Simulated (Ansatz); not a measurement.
## Two states of EuGe₃Pt

```
Eu Pt Ge
1.0
     0.00000    0.00000    9.97263
     4.42344    0.00000    0.00000
     0.00000    4.42344    0.00000
Eu Pt Ge
2 2 6
Direct
  0.00000 0.00000 0.00000
  0.50000 0.50000 0.50000
  0.14751 0.50000 0.50000
  0.64751 0.00000 0.00000
  0.40450 0.00000 0.00000
  0.90450 0.50000 0.50000
  0.25688 0.00000 0.50000
  0.75688 0.50000 0.00000
  0.25688 0.50000 0.00000
  0.75688 0.00000 0.50000
```

The numbers come from plane-wave PAW DFT (Ansatz): r2SCAN, with U = 7.34 eV and J = 0.9 eV on Eu f (atomic projectors), 500 eV, 3×5×5 Γ-centred k points, fermi-dirac occupations (width 0.0614 eV). Nothing was relaxed.

State A: Eu1 up, Eu2 up (collinear spin). State B: Eu1 up, Eu2 down (collinear spin).

Compare the two self-consistent states.

They are level within 1 meV an atom.

```
state  free energy (meV/atom)  largest moment in a small sphere (μB)  net moment (μB/cell)  gap on mesh (eV)  pressure (GPa)  largest force (eV/Å)
    A                     0.6                                   6.95                 13.95             metal             4.8                  0.17
    B                     0.0                                   6.96                  0.00             metal             4.8                  0.18
```

Origin: a database entry at a rescaled volume.
